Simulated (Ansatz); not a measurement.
## What settings do to one calculation: Ag started on a H site in rocksalt NaH, 16 atoms, charge 0

Ansatz (PAW, plane waves), atoms fixed. The base input:

```yaml
crystal:
  lattice:
    - [9.585534, 0.000000, 0.000000]
    - [0.000000, 4.792767, 0.000000]
    - [0.000000, 0.000000, 4.792767]
  atoms:
    - { symbol: H, position: [0.242267, 0.010471, 0.962599] }
    - { symbol: H, position: [0.758938, 0.010852, 0.972406] }
    - { symbol: H, position: [0.995501, 0.539368, 0.003252] }
    - { symbol: H, position: [0.987203, 0.013500, 0.493298] }
    - { symbol: H, position: [0.508718, 0.980343, 0.531270] }
    - { symbol: H, position: [0.237811, 0.506211, 0.480215] }
    - { symbol: H, position: [0.756562, 0.537101, 0.497555] }
    - { symbol: Ag, position: [0.507572, 0.522703, 0.028732] }
    - { symbol: Na, position: [0.011386, 0.000247, 0.997999] }
    - { symbol: Na, position: [0.485007, 0.030748, 0.962059] }
    - { symbol: Na, position: [0.266583, 0.479967, 0.015339] }
    - { symbol: Na, position: [0.744492, 0.496163, 0.000961] }
    - { symbol: Na, position: [0.256915, 0.043022, 0.513303] }
    - { symbol: Na, position: [0.741883, 0.989667, 0.509123] }
    - { symbol: Na, position: [0.015584, 0.508130, 0.504528] }
    - { symbol: Na, position: [0.487184, 0.469086, 0.538858] }
kpoints:
  mp_grid: { grid: [2, 2, 2], shift: [0.5, 0.5, 0.5] }
hamiltonian:
  xc: pbesol
scf:
  occupations: { method: fermi_dirac, width: 0.01 }
output:
  forces: true
  eigenvalues: true
  stress: true
  populations: true
```

Command:

```sh
ansatz run in.yaml --threads 7 --pin off --max-ram 13300MiB --runs-dir r --events-out ev --progress --plain
```

It converged in 8 iterations and 1.6 s of wall time on 7 threads of a Neoverse-V2 processor, on a host shared with other runs; peak host memory 0.74 GiB; largest force component 2.98 eV/Å, pressure 7.79 GPa. The cutoff was the default, 420 eV. The base isn't a converged reference: it has few k points, and its atoms are unrelaxed. Each run below changes the keys shown and caps the iterations.

```tsv
run	changed	ending	iterations	free energy less the base (meV per atom)	rms change of forces (eV/Å)	change of pressure (GPa)	wall time (s, shared host)
1	ecutrho_ratio 2, dispersion d3bj, max_iter 80	converged	8	other zero	0.002	-2.02	1.2 CPU
2	n_extra_bands 1, max_iter 2, accuracy high	not converged	–	–	–	–	–
3	dispersion d3bjatm, dr2_threshold 1e-05, max_iter 100	converged	6	other zero	0.003	-1.81	1.4 CPU
4	initial_magnetization 1, accuracy high, max_iter 70, k points the single k point (½, ½, ½)	converged	12	106.5	0.216	2.26	1.2 CPU
5	ecutwfc 800 eV, initial_magnetization 4, max_iter 80	converged	13	-1.0	0.000	0.00	8.2 CPU
6	accuracy high, max_iter 90, total_charge -1	converged	12	other zero	0.340	-1.69	1.6 CPU
7	initial_magnetization 2, max_iter 90	converged	13	0.0	0.000	0.00	3.3 CPU
8	mixing algorithm linear, max_iter 50	refused	–	–	–	–	–
```

«Other zero»: another functional, charge or dispersion term moves the zero of energy, so the difference says nothing of accuracy.

Task: Which changes leave the result alone, and which of the same physical model moves the forces most?

Result: The forces move by under 0.002 eV/Å in runs 5, 7. Run 4 (initial_magnetization 1, accuracy high, max_iter 70, k points the single k point (½, ½, ½)) moves them most among the runs with the same functional, charge and dispersion term, by 0.216 eV/Å.

Task: Why did some runs give no result?

Result: - run 2: did not converge after 2 iterations: dr2 = 3.09e-2 (threshold 1.00e-7), under the density mixer `msr1`, which `scf.mixing.algorithm: auto` chose by the deck's other keys (type `scf.mixing.algorithm: msr1` to keep it);
- run 8: YAML parse error: error: line 30 column 24: unknown variant `linear`, expected one of auto, anderson, broyden, msr1
